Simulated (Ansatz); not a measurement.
**Property card for Ti2W3**

These are results of Ansatz 0.2.0, DFT PBE, scalar-relativistic, plane waves, PAW, not measurements.

Settings: cutoff 420 eV, Γ-centred mesh 12×12×12 on the computed 5-atom cell, Gaussian smearing of 0.10 eV; no spin polarisation.

The structure is relaxed at this level of theory with its symmetry kept, and needn't be the ground state of this composition.

Space group R-3m (No. 166), trigonal, a = 4.499 Å, c = 13.798 Å. Around Ti lie 5 W at 2.73–2.80 Å, 3 Ti at 2.79 Å and 6 W at 3.16–3.18 Å; W on a site of symmetry 3m is surrounded by 4 W at 2.68–2.77 Å, 4 Ti at 2.73–2.76 Å, 3 Ti at 3.18 Å and 3 W at 3.23 Å; W on a site of symmetry -3m has 6 W at 2.77 Å, 2 Ti at 2.80 Å and 6 Ti at 3.16 Å.

| Property | Result |
| --- | --- |
| Volume per atom | 16.12 Å³ |
| Formation energy from the elements' standard states (uncorrected) | -0.056 eV/atom |
| Kohn–Sham band gap | none (metal) |
| Density of states at the Fermi level | 5.8 states/eV per cell |
| Orbital (Löwdin) character within 0.5 eV of the Fermi level | Ti 3d 50 %, W 5d 35 %, unprojected 7 % |
| Bader charge by site (e) | Ti (2 in the cell) 1.06, W (2 in the cell) -0.76, W (1 in the cell) -0.61 |

Spin-orbit coupling is left out, which matters for the bands of heavy elements.

The cell was found from a structure generator's guess, not taken from experiment. Löwdin shares on free-atom orbitals overweight diffuse shells.
